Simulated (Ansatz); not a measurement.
Input file of a DFT run on Na with Ansatz:

```yaml
crystal:
  lattice:
    - [-2.0378094161, 2.0378094161, 2.0378094161]
    - [2.0378094161, -2.0378094161, 2.0378094161]
    - [2.0378094161, 2.0378094161, -2.0378094161]
  atoms:
    - { symbol: Na, position: [0.0, 0.0, 0.0] }
basis:
  ecutwfc: 420
  ecutrho_ratio: 4
kpoints:
  mp_grid: { grid: [14, 14, 14] }
  band_path:
    path:
      - [[0.0, 0.0, 0.0], [0.5, -0.5, 0.5], [0.0, 0.0, 0.5], [0.0, 0.0, 0.0], [0.25, 0.25, 0.25], [0.5, -0.5, 0.5]]
      - [[0.25, 0.25, 0.25], [0.0, 0.0, 0.5]]
    npoints: 14
hamiltonian:
  xc: lda
scf:
  occupations: { method: gaussian, width: 0.05 }
output:
  forces: true
  stress: true
  eigenvalues: true
  populations: true
  dos: { projected: true, de: 0.02, nscf_kmesh: { grid: [21, 21, 21] } }
  bader: true
```

Before reading the output: what should come out?

Pressure -0.1 GPa, gap on the mesh zero (metallic) (LDA, scalar-relativistic).

The output:

```
Pseudopotentials: kind: paw
Pseudopotential: Na, paw, valence charge 9, recommended cutoff 420 eV (normal), Na.paw.azcp
Crystal: 1 atoms, lattice volume = 33.849 Å³
Basis set: ecut = 420 eV, 675 PW (Γ)
Bands: 9, of which v1, the nominal top of the filled ones, is band 5 counted from 1 (4 counted from 0)
Symmetry: 48 space group operations
Space group: Im-3m (ITA 229), of the structure as read, at distance tolerance 3.2e-5 Å
k-points: 104 of 2744
Initial density: superposition of atomic densities (neutral atoms: chi_scale 0, normalization atom), corrected by the library's trained network
Initial wavefunctions: pseudopotential atomic-orbital guess
Functional: x = slater, c = lda
```

```
SCF iter   1: F=—  HF=-1466.610854 eV  |F-HF|=—  |Δ(HF+E_count)|=         —  Δρ=5.55e-3  dr2=4.26e-3  ethr=1.77e-3  ⟨swp⟩=5.1  Hψ=6195  notcnv=0
SCF iter   2: F=—  HF=-1466.607227 eV  |F-HF|=—  |Δ(HF+E_count)|=   3.63e-3  Δρ=7.25e-4  dr2=8.12e-5  ethr=4.74e-5  ⟨swp⟩=2.0  Hψ=2578  notcnv=0  defer=14
SCF iter   3: F=—  HF=-1466.607219 eV  |F-HF|=—  |Δ(HF+E_count)|=   8.01e-6  Δρ=1.19e-4  dr2=5.90e-6  ethr=9.03e-7  ⟨swp⟩=2.3  Hψ=1401  notcnv=0  defer=15
SCF iter   4: F=-1466.607225 eV  HF=-1466.607225 eV  |F-HF|=3.12e-8  |Δ(HF+E_count)|=   5.81e-6  Δρ=1.44e-5  dr2=3.14e-8  ethr=6.56e-8  ⟨swp⟩=1.5  Hψ=939  notcnv=0  defer=15
SCF iter   5: F=-1466.607225 eV  HF=-1466.607225 eV  |F-HF|=1.55e-10  |Δ(HF+E_count)|=   1.16e-8  Δρ=4.85e-7  dr2=4.72e-11  ethr=3.49e-10  ⟨swp⟩=2.0  Hψ=1355  notcnv=0  defer=15
SCF iter   6: F=-1466.607225 eV  HF=-1466.607225 eV  |F-HF|=0.00e0  |Δ(HF+E_count)|=  1.62e-10  Δρ=7.54e-8  dr2=7.45e-13  ethr=1.00e-12  ⟨swp⟩=2.4  Hψ=3010  notcnv=0
```

```
SCF 1 converged in 6 iterations: F = -1466.607225 eV  dr2 = 7.45e-13
NSCF: frozen V_eff on 86 k-points
NSCF: frozen V_eff on 286 k-points
SCF converged after 6 iterations
Free energy (F): -1466.607225 eV
E sigma→0 (E₀):  -1466.606658 eV
Entropy (-TS):   -0.001135 eV (-1.135 meV/atom)
Fermi energy:    1.926384 eV
--- Per-component energies (eV) ---
  E_band       = -238.024603
  E_kinetic    = 120.207025
  E_local      = -1415.762490  (includes V_loc(G=0)·N_el)
  E_nonlocal   = 116.657713
  E_hartree    = 515.001006
  E_xc         = -37.435812
  E_vxc        = -48.710149  (∫ρ·V_xc dr)
  E_paw        = -244.671723  (= ΣΔE_a)
  E_vpaw       = -40.418665  (= ΣTr[D̂ρ^β])
  E_aug_tail   = -0.000013  (compensation charges beyond the density's cutoff)
  E_ewald      = -520.742685
  E_core_change = 0.140890  (= ΣΔE_core)
  E_smearing   = -0.001135  (= −TS)
--- Forces (eV/Å), atoms counted from 1 ---
  atom   1  Na     0.00000000     0.00000000     0.00000000
--- Stress (GPa, compression-positive) ---
       -0.148590       0.000000       0.000000
        0.000000      -0.148590       0.000000
        0.000000       0.000000      -0.148590
  P = ⅓ Tr σ = -0.1486 GPa (-1.486 kbar)
--- Löwdin populations: 1 site ---
  site symbol       q [e]
     0     Na      8.9680
--- Bader charges: 1 site ---
  site symbol  charge [e]  shift [e]
     0     Na      0.0000     0.0000
  estimated error of the sums over rays = 1.7e-7 e
```
